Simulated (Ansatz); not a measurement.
Data:

KPH2O4:
```
KPH2O4
1.0
    0.00000     5.30089     3.46119
    5.25942     0.00000     3.46119
    5.25942     5.30089     0.00000
K H P O
2 4 2 8
Direct
  0.24948   0.24948   0.75052
  0.49948   0.49948   0.00052
  0.02597   0.73427   0.38864
  0.73427   0.02597   0.85111
  0.39889   0.86136   0.51573
  0.86136   0.39889   0.22403
  0.76259   0.76259   0.23741
  0.01259   0.01259   0.48741
  0.21876   0.04755   0.51530
  0.04755   0.21876   0.21838
  0.03162   0.73470   0.20245
  0.73470   0.03162   0.03124
  0.72962   0.02484   0.70822
  0.02484   0.72962   0.53732
  0.71268   0.54178   0.22516
  0.54178   0.71268   0.52038
```

This is the PBEsol-relaxed structure. x, y and z are the axes in which the lattice vectors are written.

Question: All from PBEsol (plane waves, PAW; program Ansatz), unless another level is named. Predict the formation energy from the elements (no fitted shifts).

Answer: -1.89 eV/atom.

Question: And the band gap?

Answer: 5.63 eV (smallest direct gap 5.66 eV).

Question: Next, the HSE06 gap on the PBEsol cell?

Answer: 7.43 eV.

Question: What about the electron effective mass?

Answer: 0.50, 0.50, 0.54 mₑ (principal values).

Question: Next, the valence-band maximum?

Answer: on the Γ–T line, 96 % of the way from Γ (k = 0.000, 0.479, 0.479 in fractions of the reciprocal vectors).

Space group Fdd2. The first step of the workflow began from a Materials Project structure, measured or hypothetical; the Crystallography Open Database files this formula in space group No. 43, but the cells were not matched. Its standing as an ambient phase is unchecked. The PBEsol relaxation kept the symmetry of its start; its stability against distortions is not shown here. The references are the lowest solids computed at this level, not always the standard phases (solids in place of the gases).

Potentials: the earlier of the program's two PAW sets. The files were generated under PBE; for other functionals the program regenerates the frozen cores, and for LDA and PBEsol the local potential too.
